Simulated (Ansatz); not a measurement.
Be2Ru:
```
Be2Ru
1.0
    0.00000     3.04933     3.04933
    3.04933     0.00000     3.04933
    3.04933     3.04933     0.00000
Be Ru
4 2
Direct
  0.62500   0.62500   0.62500
  0.12500   0.62500   0.62500
  0.62500   0.12500   0.62500
  0.62500   0.62500   0.12500
  0.25000   0.25000   0.25000
  0.00000   0.00000   0.00000
```

Relaxed with r²SCAN. Special points in fractions of this cell's reciprocal vectors: Γ (0.000, 0.000, 0.000); X (0.500, 0.000, 0.500); U (0.625, 0.250, 0.625); K (0.375, 0.375, 0.750); L (0.500, 0.500, 0.500); W (0.500, 0.250, 0.750).

List the band energies nearest the Fermi level at these points for r²SCAN with spin–orbit coupling in the plane-wave PAW code Ansatz.

In eV from the Fermi level; about four levels below and three above (degenerate sets whole), none deeper than 8.9 eV; points with the same levels are listed once.

```csv
k,below,above
Γ,-3.78 -3.78 -3.46 -3.46,0.18 0.18 0.18 0.18
X,-0.47 -0.47 -0.47 -0.47,1.63 1.63 1.63 1.63
U,-0.28 -0.28 -0.12 -0.12,1.97 1.97 3.03 3.03
L,-0.59 -0.59 -0.49 -0.49,0.79 0.79 1.93 1.93
W,-0.76 -0.76 -0.67 -0.67,2.78 2.78 2.81 2.81
```

Space group Fd-3m (cubic Laves (MgCu2 type)). A made-up cell: these elements were put on the sites of a structure type; neither database checked (COD, Materials Project) lists it. Its standing as an ambient phase is unchecked. Symmetry was held in the r²SCAN relaxation; whether a distortion lowers the energy is not shown. No spin polarisation was allowed.

Potentials: the earlier of the program's two PAW sets.
